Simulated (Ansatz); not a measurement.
# CoSi$_{6}$Ru$_{5}$ (P4/mmm) at 2 levels of theory

One geometry, relaxed with PBE; plane waves with PAW potentials in Ansatz, scalar-relativistic. Collinear spin, ending at 0.8 μB a primitive cell. Gaps are the least over mesh and band path; pressure is positive in compression.

```cif
data_structure
_symmetry_space_group_name_H-M 'P4/mmm'
_symmetry_Int_Tables_number 123
_cell_length_a 4.1362
_cell_length_b 4.1362
_cell_length_c 8.7250
_cell_angle_alpha 90.000
_cell_angle_beta 90.000
_cell_angle_gamma 90.000
_cell_volume 149.27
loop_
_atom_site_label
_atom_site_type_symbol
_atom_site_symmetry_multiplicity
_atom_site_Wyckoff_symbol
_atom_site_fract_x
_atom_site_fract_y
_atom_site_fract_z
_atom_site_occupancy
Si1 Si 4 i 0.00000 0.50000 0.83729 1
Si2 Si 2 e 0.00000 0.50000 0.50000 1
Co1 Co 1 c 0.50000 0.50000 0.00000 1
Ru1 Ru 2 g 0.00000 0.00000 0.66864 1
Ru2 Ru 2 h 0.50000 0.50000 0.66984 1
Ru3 Ru 1 a 0.00000 0.00000 0.00000 1
```

```json
{"level": "PBE", "cutoff (eV)": "420", "k mesh": "10×10×6", "gap (eV)": "0", "pressure (GPa)": "0.0", "largest moment (μB)": "0.65"}
```

Problem. What comes out on the same cell with PBEsol?

Solution.
```json
{"level": "PBEsol", "cutoff (eV)": "420", "k mesh": "10×10×6", "gap (eV)": "0", "pressure (GPa)": "-7.0", "largest moment (μB)": "0.59"}
```

It was reached by relaxing an invented guess, and it needn't be the stable form of this composition.
